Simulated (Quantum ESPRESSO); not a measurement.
**Band energies of TaTc**

```
CELL_PARAMETERS angstrom
      3.17495     0.00000     0.00000
      0.00000     3.17495     0.00000
      0.00000     0.00000     3.17495
ATOMIC_POSITIONS crystal
  Tc 0.50000 0.50000 0.50000
  Ta 0.00000 0.00000 0.00000
```

norm-conserving PBEsol (Quantum ESPRESSO, 84 Ry, without SOC); path ΓXMΓRX,MR; energies in eV from the Fermi level.

```
k (1/Å)  point  band 10  band 11  band 12  band 13  band 14  band 15  band 16  band 17
-------  -----  -------  -------  -------  -------  -------  -------  -------  -------
0.00         Γ    -5.29    -5.29    -1.26    -1.26    -1.26     2.06     2.06     5.05
0.55              -4.40    -4.17    -1.32    -1.32    -0.64     0.16     1.98     1.98
0.99         X    -3.96    -2.95    -1.89    -1.16    -1.16     0.05     0.55     0.55
1.21              -4.01    -2.89    -2.13    -1.52    -1.03    -0.41     0.71     1.80
1.87              -5.24    -3.18    -3.18     0.53     1.02     1.37     1.90     2.50
1.98         M    -5.28    -3.22    -3.22     1.23     1.26     1.26     1.42     2.60
2.41              -4.66    -2.86    -2.24    -1.64    -0.91     0.82     1.89     2.34
3.06              -4.95    -4.84    -1.55    -1.35    -0.82     1.66     2.08     3.12
3.38         Γ    -5.29    -5.29    -1.26    -1.26    -1.26     2.06     2.06     5.05
3.68              -4.94    -4.94    -1.47    -1.47    -0.80     1.90     1.90     2.79
4.18              -3.27    -3.27    -2.55    -2.55    -2.51     2.04     2.04     2.92
4.79              -2.99    -2.99    -2.23    -2.14    -2.14     1.47     1.47     4.34
5.09         R    -2.82    -2.82    -2.26    -2.26    -2.26     1.33     1.33     4.85
5.37              -3.25    -2.86    -2.45    -2.08    -1.81     1.38     1.48     4.22
5.84              -3.89    -2.94    -2.87    -2.02    -1.55     1.48     1.69     1.77
6.40              -3.96    -2.96    -2.01    -1.19    -1.00    -0.33     0.59     0.95
6.49         X    -3.96    -2.95    -1.89    -1.16    -1.16     0.05     0.55     0.55
6.49         M    -5.28    -3.22    -3.22     1.23     1.26     1.26     1.42     2.60
6.89              -4.46    -3.25    -3.25    -0.11    -0.11     1.26     1.51     3.11
7.48         R    -2.82    -2.82    -2.26    -2.26    -2.26     1.33     1.33     4.85
```

A metal at this level: along this path bands 13, 14, 15 cross the Fermi level.

Spin-orbit coupling is left out; for elements this heavy it splits bands near the Fermi level.

Geometry of the Materials Project entry, not relaxed at this level.
